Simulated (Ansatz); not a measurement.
Ansatz input file:

```yaml
crystal:
  lattice:
    - [3.533007041, 0.0, 0.0]
    - [-1.7665035205, 3.0596738493, 0.0]
    - [0.0, 0.0, 5.933048686]
  atoms:
    - { symbol: Ti, position: [0.0, 0.0, 0.5] }
    - { symbol: Ti, position: [0.0, 0.0, 0.0] }
    - { symbol: As, position: [0.6666666667, 0.3333333333, 0.75] }
    - { symbol: As, position: [0.3333333333, 0.6666666667, 0.25] }
basis:
  ecutwfc: 500
kpoints:
  mp_grid: { grid: [12, 12, 8] }
hamiltonian:
  xc: r2scan
scf:
  occupations: { method: gaussian, width: 0.1 }
output:
  forces: true
  stress: true
  eigenvalues: true
  write_density: true
  write_potential: true
  elf: true
  volumetric_format: npy
relax:
  adjacent_minimum: "off"
  f_tol: 0.01
  max_steps: 30
  cell: { stress_tol: 0.1, fix: [volume] }
```

Launched with
```bash
ansatz run input.yaml --threads 1 --pin off --max-ram 2560MiB --backend cpu --events-out ev --progress --plain --runs-dir out
```

All numbers below come from DFT r2SCAN, scalar-relativistic, plane waves, PAW in Ansatz 0.2.0.

Part of what the program printed, abridged:

```
Pseudopotentials: kind: paw
Pseudopotential: Ti, paw, valence charge 12, recommended cutoff 500 eV (meta_gga)
Pseudopotential: As, paw, valence charge 15, recommended cutoff 500 eV (meta_gga)
Functional definition: r2SCAN
Crystal: 4 atoms, lattice volume = 64.135 Å³
Basis set: ecut = 500 eV, 1641 PW (Γ), exchange–correlation on 108×108×180 points (64 copies of the dense FFT grid, shifted against one another)
Bands: 33, of which v1, the nominal top of the filled ones, is band 27 counted from 1 (26 counted from 0)
Symmetry: 24 space group operations
Space group: P63/mmc (ITA 194), of the structure as read, at distance tolerance 4.0e-5 Å
k-points: 95 of 1152
Initial density: superposition of atomic densities (neutral atoms: chi_scale 0, normalization atom), corrected by the library's trained network
Initial wavefunctions: pseudopotential atomic-orbital guess
Functional: x = r2scan, c = r2scan; τ floored in thin density (d = 2e-4 eV/Å³)
SCF iter   1: F=—  HF=-14741.813662 eV  |F-HF|=—  |Δ(HF+E_count)|=         —  Δρ=1.65e-2  dr2=2.37e-1  dr2_τ=3.60e-2  ethr=1.77e-3  ⟨swp⟩=5.5  Hψ=11794  notcnv=0
SCF iter   2: F=—  HF=-14741.893906 eV  |F-HF|=—  |Δ(HF+E_count)|=   8.02e-2  Δρ=4.49e-3  dr2=1.30e-2  dr2_τ=2.93e-3  ethr=4.39e-4  ⟨swp⟩=2.9  Hψ=6723  notcnv=0  defer=94
SCF iter   3: F=—  HF=-14741.896060 eV  |F-HF|=—  |Δ(HF+E_count)|=   2.15e-3  Δρ=2.92e-3  dr2=5.39e-3  dr2_τ=2.58e-4  ethr=2.40e-5  ⟨swp⟩=2.4  Hψ=4762  notcnv=0  defer=94
SCF iter   4: F=—  HF=-14741.897881 eV  |F-HF|=—  |Δ(HF+E_count)|=   1.82e-3  Δρ=6.19e-4  dr2=2.90e-4  dr2_τ=1.43e-5  ethr=9.99e-6  ⟨swp⟩=2.0  Hψ=4372  notcnv=0  defer=94
SCF iter   5: F=—  HF=-14741.897904 eV  |F-HF|=—  |Δ(HF+E_count)|=   2.27e-5  Δρ=2.84e-4  dr2=6.68e-5  dr2_τ=2.83e-6  ethr=5.37e-7  ⟨swp⟩=2.0  Hψ=5393  notcnv=0  defer=94
SCF iter   6: F=—  HF=-14741.897945 eV  |F-HF|=—  |Δ(HF+E_count)|=   4.07e-5  Δρ=9.76e-5  dr2=4.32e-6  dr2_τ=2.77e-7  ethr=1.24e-7  ⟨swp⟩=2.0  Hψ=3966  notcnv=0  defer=94
SCF iter   7: F=—  HF=-14741.897948 eV  |F-HF|=—  |Δ(HF+E_count)|=   3.02e-6  Δρ=2.88e-5  dr2=8.80e-7  dr2_τ=2.13e-8  ethr=8.00e-9  ⟨swp⟩=2.0  Hψ=4187  notcnv=0  defer=94
SCF iter   8: F=-14741.897948 eV  HF=-14741.897948 eV  |F-HF|=3.12e-9  |Δ(HF+E_count)|=   9.00e-8  Δρ=4.31e-6  dr2=1.06e-8  dr2_τ=4.46e-10  ethr=1.85e-10  ⟨swp⟩=10.3  Hψ=19469  notcnv=0
SCF 1 converged in 8 iterations: F = -14741.897948 eV  dr2 = 1.06e-8
relax step   1: F+E_penalty+E_count = -14741.89794779 eV  Δ(F+E_penalty+E_count) = +0.000e0 eV  max|allowed force component| = 1.850e-17 eV/Å  Δτ_max = 0.0000 Å  P = +14.175 GPa  Ω = 64.135 Å³  fix = [volume]  reactions: volume +14.175 GPa (8 SCF iters, dr2 threshold 1.00e-7 eV, accepted)
Basis set: ecut = 500 eV, 1629 PW (Γ), exchange–correlation on 108×108×180 points (64 copies of the dense FFT grid, shifted against one another)
Initial density: handed on by an earlier stage of this run
Initial wavefunctions: those handed on with the density
SCF iter   1: F=—  HF=-14741.898040 eV  |F-HF|=—  |Δ(HF+E_count)|=         —  Δρ=8.94e-4  dr2=5.95e-4  dr2_τ=1.06e-3  ethr=1.06e-6  ⟨swp⟩=2.1  Hψ=14764  notcnv=0
SCF iter   2: F=—  HF=-14741.898946 eV  |F-HF|=—  |Δ(HF+E_count)|=   9.06e-4  Δρ=4.92e-4  dr2=1.79e-4  dr2_τ=3.30e-6  ethr=1.06e-6  ⟨swp⟩=2.0  Hψ=4531  notcnv=0
SCF iter   3: F=—  HF=-14741.898916 eV  |F-HF|=—  |Δ(HF+E_count)|=   2.96e-5  Δρ=1.46e-4  dr2=2.28e-5  dr2_τ=8.27e-7  ethr=3.32e-7  ⟨swp⟩=2.0  Hψ=3992  notcnv=0
SCF iter   4: F=—  HF=-14741.898912 eV  |F-HF|=—  |Δ(HF+E_count)|=   4.47e-6  Δρ=5.64e-5  dr2=2.41e-6  dr2_τ=7.72e-8  ethr=4.22e-8  ⟨swp⟩=2.0  Hψ=3996  notcnv=0
SCF iter   5: F=—  HF=-14741.898912 eV  |F-HF|=—  |Δ(HF+E_count)|=   2.34e-7  Δρ=2.92e-5  dr2=6.91e-7  dr2_τ=3.28e-8  ethr=7.41e-10  ⟨swp⟩=9.6  Hψ=20748  notcnv=0
SCF iter   6: F=-14741.898912 eV  HF=-14741.898912 eV  |F-HF|=8.64e-9  |Δ(HF+E_count)|=   4.17e-8  Δρ=5.23e-6  dr2=1.36e-8  dr2_τ=3.17e-10  ethr=7.41e-10  ⟨swp⟩=8.8  Hψ=19637  notcnv=0
SCF 2 converged in 6 iterations: F = -14741.898912 eV  dr2 = 1.36e-8
  Residual-converged pass: ⟨swp⟩=1.0  Hψ=3515  notcnv=0  max |occ|·‖R‖ = 7.0e-9 eV (tolerance 1.0e-8 eV) dr2=1.36e-8  dr2_τ=3.17e-10  dr2_onsite=5.37e-9  max |Δocc| = 1.8e-10
relax step   2: F+E_penalty+E_count = -14741.89891207 eV  Δ(F+E_penalty+E_count) = -9.643e-4 eV  max|allowed force component| = 2.949e-17 eV/Å  Δτ_max = 0.0000 Å  P = +13.980 GPa  Ω = 64.135 Å³  energy of the carried Pulay correction = +2.342e-5 eV  fix = [volume]  reactions: volume +13.980 GPa (6 SCF iters, dr2 threshold 4.00e-7 eV, accepted)
Initial wavefunctions: pseudopotential atomic-orbital guess (no wavefunctions were taken with the density)
SCF iter   1: F=—  HF=-14741.898880 eV  |F-HF|=—  |Δ(HF+E_count)|=         —  Δρ=3.51e-5  dr2=4.04e-8  dr2_τ=1.46e-7  ethr=5.33e-8  ⟨swp⟩=3.0  Hψ=18224  notcnv=0
SCF iter   2: F=—  HF=-14741.898887 eV  |F-HF|=—  |Δ(HF+E_count)|=   7.05e-6  Δρ=1.82e-5  dr2=1.52e-8  dr2_τ=4.31e-8  ethr=7.48e-11  ⟨swp⟩=2.9  Hψ=6019  notcnv=0
SCF iter   3: F=—  HF=-14741.898888 eV  |F-HF|=—  |Δ(HF+E_count)|=   1.40e-6  Δρ=3.12e-6  dr2=3.10e-9  dr2_τ=8.91e-10  ethr=2.82e-11  ⟨swp⟩=2.5  Hψ=5267  notcnv=0
SCF iter   4: F=—  HF=-14741.898888 eV  |F-HF|=—  |Δ(HF+E_count)|=   1.50e-8  Δρ=1.35e-6  dr2=5.91e-10  dr2_τ=1.71e-10  ethr=5.74e-12  ⟨swp⟩=2.0  Hψ=5517  notcnv=0
SCF iter   5: F=-14741.898888 eV  HF=-14741.898888 eV  |F-HF|=4.18e-11  |Δ(HF+E_count)|=   5.81e-9  Δρ=2.29e-7  dr2=2.81e-11  dr2_τ=4.21e-12  ethr=1.00e-12  ⟨swp⟩=6.7  Hψ=13686  notcnv=0
SCF 3 converged in 5 iterations: F = -14741.898888 eV  dr2 = 2.81e-11
SCF converged after 5 iterations
Free energy (F): -14741.898888 eV
Harris-Foulkes:  -14741.898888 eV  (|F-HF|=4.18e-11)
Internal energy: -14741.884477 eV  (E = F + TS)
E sigma→0 (E₀):  -14741.891683 eV
Entropy (-TS):   -0.014411 eV (-3.603 meV/atom)
Fermi energy:    15.022624 eV
--- Per-component energies (eV) ---
  E_band       = -663.454109
  E_kinetic    = 764.770144
  E_local      = -4426.866355  (includes V_loc(G=0)·N_el)
  E_nonlocal   = -1325.020653
  E_hartree    = 2330.884112
  E_xc         = -341.192688
  E_vxc        = -443.869829  (∫ρ·V_xc dr)
  E_paw        = -5809.916690  (= ΣΔE_a)
  E_vpaw       = 78.563982  (= ΣTr[D̂ρ^β])
  E_aug_tail   = 0.000192  (compensation charges beyond the density's cutoff)
  E_vtau       = 27.200064  (kinetic-family band-sum trace: ∫τ·v_τ [+ j·A + Jᵃ·Aᵃ] dr)
  E_ewald      = -5931.120809
  E_core_change = -3.421730  (= ΣΔE_core)
  E_smearing   = -0.014411  (= −TS)
--- Forces (eV/Å), atoms counted from 1 ---
  atom   1  Ti     0.00000000     0.00000000     0.00000000
  atom   2  Ti     0.00000000     0.00000000     0.00000000
  atom   3  As     0.00000000     0.00000000     0.00000000
  atom   4  As     0.00000000     0.00000000     0.00000000
--- Stress (GPa, compression-positive) ---
       14.008945       0.000000       0.000000
        0.000000      14.008945       0.000000
        0.000000       0.000000      13.924221
  P = ⅓ Tr σ = 13.9807 GPa (139.807 kbar)
--- Band table (eV; the first three rows and the last of 95) ---
  k-point 0: bands = ["-44.6241", "-44.5894", "-21.1987", "-21.1987", "-21.1806", "-21.1806", "-21.1751", "-21.1751", "-21.1628", "-21.1590", "-21.1524", "-21.1524", "-19.9284", "-19.8542", "-19.8542", "-19.8170", "-19.8170", "-19.5930", "0.9586", "3.3835", "8.1590", "11.8251", "11.8251", "13.3445", "14.9142", "14.9142", "14.9249", "14.9249", "15.5962", "16.1056", "16.1056", "16.7676", "16.7676"]
  k-point 1: bands = ["-44.6228", "-44.5908", "-21.1986", "-21.1986", "-21.1840", "-21.1840", "-21.1715", "-21.1715", "-21.1626", "-21.1591", "-21.1526", "-21.1526", "-19.9160", "-19.8528", "-19.8528", "-19.8184", "-19.8184", "-19.6062", "1.0218", "3.2270", "8.4022", "11.8879", "11.8879", "13.2046", "14.5591", "14.5591", "14.9600", "14.9600", "15.5337", "16.2309", "16.2309", "16.9894", "16.9894"]
  k-point 2: bands = ["-44.6190", "-44.5945", "-21.1982", "-21.1982", "-21.1886", "-21.1886", "-21.1664", "-21.1664", "-21.1621", "-21.1594", "-21.1536", "-21.1536", "-19.8805", "-19.8488", "-19.8488", "-19.8225", "-19.8225", "-19.6434", "1.2084", "2.8408", "9.0443", "12.0751", "12.0751", "12.7202", "13.9337", "13.9337", "15.0940", "15.0940", "15.5275", "16.1245", "16.1245", "17.5087", "17.6821"]
  k-point 94: bands = ["-44.5970", "-44.5970", "-21.2080", "-21.2080", "-21.1954", "-21.1954", "-21.1538", "-21.1538", "-21.1524", "-21.1524", "-21.1494", "-21.1494", "-19.9361", "-19.9361", "-19.9054", "-19.9054", "-19.7068", "-19.7068", "3.6541", "3.6541", "9.6669", "9.6669", "10.6409", "10.6409", "11.7224", "11.7224", "15.2803", "15.2803", "16.2805", "16.2805", "17.2177", "17.2177", "17.3499"]
--- Relaxed structure (2 steps of the walk, 2 accepted, 1 SCFs on fresh bases) ---
  F+E_penalty+E_count = -14741.89888829 eV   max|allowed force component| = 3.238e-17 eV/Å   (the final SCF, on the basis selected at the relaxed cell)
  cell:  # Å, volume = 64.1354 Å³
    - [3.52182689, 0.0, 0.0]
    - [-1.76091344, 3.04999155, 0.0]
    - [0.0, 0.0, 5.97077776]
  atoms:
    - { symbol: Ti, position: [0.0, 0.0, 0.50000000] }
    - { symbol: Ti, position: [0.0, 0.0, 0.0] }
    - { symbol: As, position: [0.66666666, 0.33333333, 0.75000000] }
    - { symbol: As, position: [0.33333333, 0.66666666, 0.25000000] }
```

The relaxation met its thresholds.

Time: 3.4 min on 1 thread of AMD EPYC (Zen 3), with other jobs on the host, peak memory 0.67 GiB.